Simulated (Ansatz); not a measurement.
C:
```xyz
12
Lattice="3.4169 0.0000 0.0000 0.0000 3.4169 0.0000 0.0000 0.0000 6.0662" Properties=species:S:1:pos:R:3 pbc="T T T"
C      2.8416     1.1332     2.1823
C      0.5753     2.2837     2.1823
C      0.5753     1.1332     5.2154
C      2.8416     2.2837     5.2154
C      2.2837     2.8416     3.8839
C      1.1332     0.5753     3.8839
C      1.1332     2.8416     0.8508
C      2.2837     0.5753     0.8508
C      0.0000     0.0000     3.0331
C      1.7084     1.7084     0.0000
C      1.7084     1.7084     3.0331
C      0.0000     0.0000     0.0000
```

Relaxed with r²SCAN. Special points in fractions of this cell's reciprocal vectors: Γ (0.000, 0.000, 0.000); X (0.000, 0.500, 0.000); M (0.500, 0.500, 0.000); Z (0.000, 0.000, 0.500); R (0.000, 0.500, 0.500); A (0.500, 0.500, 0.500).

List the band energies nearest the valence-band maximum at these points for r²SCAN in the plane-wave PAW code Ansatz.

In eV from the valence-band maximum; about four levels below and three above (degenerate sets whole), none deeper than 8.9 eV; points with the same levels are listed once.

```tsv
k	below	above
Γ	-2.69 -2.26 -2.26 0.00	5.27 5.60 5.60
X	-2.98 -2.98 -1.24 -1.24	6.82 6.82 7.95 7.95
M	-1.46 -1.46 -0.16 -0.16	8.57 8.57 9.31 9.31
Z	-2.67 -2.67 -2.16 -2.16	4.63 4.63 5.60 5.60
R	-2.06 -2.06 -2.06 -2.06	7.00 7.00 7.00 7.00
A	-0.89 -0.89 -0.88 -0.88 -0.23 -0.23	8.59 8.59 9.55 9.55
```

Space group P4_2/ncm. The start of the workflow was typed in or built on a structure type; neither database checked (COD, Materials Project) lists it. It is not the phase usual at ambient conditions (space group No. 194, 227). The r²SCAN relaxation kept the symmetry of its start; whether a distortion lowers the energy is not shown.

Potentials: the earlier of the program's two PAW sets.
